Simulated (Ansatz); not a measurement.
Total density of states per atom from PBEsol (plane waves, PAW; program Ansatz), in 0.25 eV bins, energy from the valence-band maximum:

```
E (eV) | states/eV/atom
    -7.85 |  0.00
    -7.60 |  0.00
    -7.35 |  0.00
    -7.10 |  0.00
    -6.85 |  0.00
    -6.60 |  0.00
    -6.35 |  0.00
    -6.10 |  0.00
    -5.85 |  0.00
    -5.60 |  0.00
    -5.35 |  0.00
    -5.10 | # 0.06
    -4.85 | ##### 0.40
    -4.60 | #### 0.34
    -4.35 |  0.00
    -4.10 |  0.00
    -3.85 |  0.00
    -3.60 |  0.00
    -3.35 |  0.00
    -3.10 | ####### 0.54
    -2.85 | ######### 0.76
    -2.60 | ########### 0.93
    -2.35 | ## 0.17
    -2.10 |  0.02
    -1.85 | ####### 0.59
    -1.60 | ########## 0.85
    -1.35 | ############### 1.26
    -1.10 | ################## 1.50
    -0.85 | ######################## 1.93
    -0.60 | ############################## 2.44
    -0.35 | ################## 1.48
    -0.10 | ############## 1.14
     0.15 |  0.00
     0.40 |  0.00
     0.65 |  0.00
     0.90 |  0.00
     1.15 |  0.00
     1.40 |  0.00
     1.65 |  0.00
     1.90 |  0.00
     2.15 |  0.00
     2.40 |  0.00
     2.65 |  0.00
     2.90 |  0.00
     3.15 |  0.00
     3.40 |  0.00
     3.65 |  0.00
     3.90 |  0.00
     4.15 |  0.00
     4.40 |  0.00
     4.65 |  0.00
     4.90 |  0.00
     5.15 |  0.00
     5.40 |  0.00
     5.65 |  0.00
     5.90 |  0.00
     6.15 |  0.00
     6.40 |  0.00
     6.65 |  0.02
     6.90 | # 0.04
     7.15 | # 0.06
     7.40 | # 0.10
     7.65 | ## 0.18
     7.90 | ### 0.23
     8.15 | ## 0.16
     8.40 |  0.00
     8.65 |  0.00
     8.90 |  0.00
     9.15 |  0.00
     9.40 |  0.00
     9.65 |  0.00
     9.90 | # 0.08
    10.15 | ####### 0.55
    10.40 | #### 0.35
    10.65 | #### 0.29
    10.90 | ######### 0.75
    11.15 | ######## 0.67
```

Problem. Which of these materials gives this?
A. SrGa2H2, P-3m1 (Ga on 2d, H on 2d, Sr on 1a)
B. K2LiGaF6, Fm-3m (K on 8c, Li on 4b, Ga on 4a, F on 24e)
C. GaSb, C2/m (Ga on 2b, Sb on 2c)
D. Li2Pd, P6/mmm (Pd on 1a, Li on 2d)

Solution. B, K2LiGaF6, Fm-3m (K on 8c, Li on 4b, Ga on 4a, F on 24e). Top 1 eV of the valence band: F 2p 98 %. Bottom 1 eV of the conduction band: Ga 4s 33 %, K 4s 23 %, F 2p 17 %, F 2s 16 %, Li 2s 8 %. Projections are on Löwdin-orthogonalised atomic valence shells; empty p or d shells of many metals are not among them.

The first step of the workflow began from a Materials Project structure, measured or hypothetical; the Crystallography Open Database copy checked does not list it. Its standing as an ambient phase is unchecked. The cell was relaxed with PBEsol under the symmetry of its start; whether a distortion lowers the energy is not shown. Spin–orbit coupling is left out wherever it is not named.

Potentials: the later of the program's two PAW sets.
